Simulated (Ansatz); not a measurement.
The end of the path is a generated cell of AlOs: the first start was made by placing the elements on the sites of a structure type, and the end was not matched to a known phase here, so it may be hypothetical.

A geometry of AlOs away from equilibrium: the start of the relaxation of a generated cell, AlOs placed in the AFLOW prototype AB_tP8_136_g_f (as in BeO). Computed with PBE (plane waves to 420 eV, PAW, scalar-relativistic; Ansatz, an electronic-structure program). Γ-centred k-mesh 6×6×10 on the run's cell (coarser than for final values), Fermi–Dirac smearing 0.05 eV.

```xyz
8
Lattice="5.6750 0.0000 0.0000 0.0000 5.6750 0.0000 0.0000 0.0000 3.2736" Properties=species:S:1:pos:R:3 pbc="T T T"
Os     1.9068     3.7682     0.0000
Os     4.7443     4.7443     1.6368
Os     0.9307     0.9307     1.6368
Os     3.7682     1.9068     0.0000
Al     1.7593     1.7593     0.0000
Al     4.5968     1.0783     1.6368
Al     1.0783     4.5968     1.6368
Al     3.9158     3.9158     0.0000
```

What forces act on the atoms (eV/Å)?


| atom | Fx | Fy | Fz |
|---|---|---|---|
| Os1 | -1.24 | 1.24 | 0.00 |
| Os2 | -1.24 | -1.24 | 0.00 |
| Os3 | 1.24 | 1.24 | 0.00 |
| Os4 | 1.24 | -1.24 | 0.00 |
| Al5 | -2.05 | -2.05 | 0.00 |
| Al6 | -2.05 | 2.05 | 0.00 |
| Al7 | 2.05 | -2.05 | 0.00 |
| Al8 | 2.05 | 2.05 | 0.00 |

What is the pressure?

+145 GPa, compression positive.

How far above the relaxed end point is this geometry?

3.65 eV/atom; the path ends in P4₂/mnm (No. 136).

No spin polarisation in the result. A magnetic state may lie lower.

The run could not lose the symmetry of its start: the end is stationary, and may be a saddle point rather than a minimum.
